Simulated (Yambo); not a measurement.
Yambo run on PtCl2 (space group Pnnm, No. 58). The wavefunctions are PBEsol (Quantum ESPRESSO, PseudoDojo norm-conserving, 84 Ry, without SOC) ones on a 4×1×4 mesh (32 occupied bands); a = 3.628 Å, b = 11.036 Å, c = 3.455 Å, α = β = γ = 90.00°.

Yambo input:

```
rim_cut
gw0
dyson
el_el_corr
HF_and_locXC
cohsex
em1s
RandQpts= 1000000
RandGvec= 1 Ry
EXXRLvcs= 84 Ry
VXCRLvcs= 336 Ry
Chimod= "HARTREE"
% BndsRnXs
 9 | 215 |
%
NGsBlkXs= 7 Ry
% LongDrXs
 1.0 | 1.0 | 1.0 |
%
ExtendOut
% QPkrange
 1 | 1 | 32 | 32 |
 2 | 2 | 33 | 33 |
 8 | 8 | 32 | 33 |
%
```

k points by index: 1 = Γ, 2 = (0, 0, 0.25), 8 = (-0.5, 0, 0.25).

Resulting energies as the program prints them:

```
#    K-point    Band    Eo [eV]    E [eV]    E-Eo [eV]    Vxc [eV]    Vnlxc [eV]    Sc|Eo [eV]    Re(Z)    Im(Z)
#
    1    32    0.000000    -2.505486    -2.505486    -19.14347    -23.59054    1.941585    1.000000    0.000000
    2    33    0.628561    0.412831    -0.215729    -18.07109    -13.47221    -4.814611    1.000000    0.000000
    8    32    -0.184220    -2.439916    -2.255696    -20.25271    -24.39008    1.881673    1.000000    0.000000
    8    33    1.066693    0.828711    -0.237982    -18.27591    -13.74011    -4.773774    1.000000    0.000000
```
(The two width columns are left out.) Convergence of these settings isn't established.

Geometry relaxed with PBE+D3(BJ).

The structure is a Materials Project entry; no match was found in the copy of COD used, and its stability was not checked.
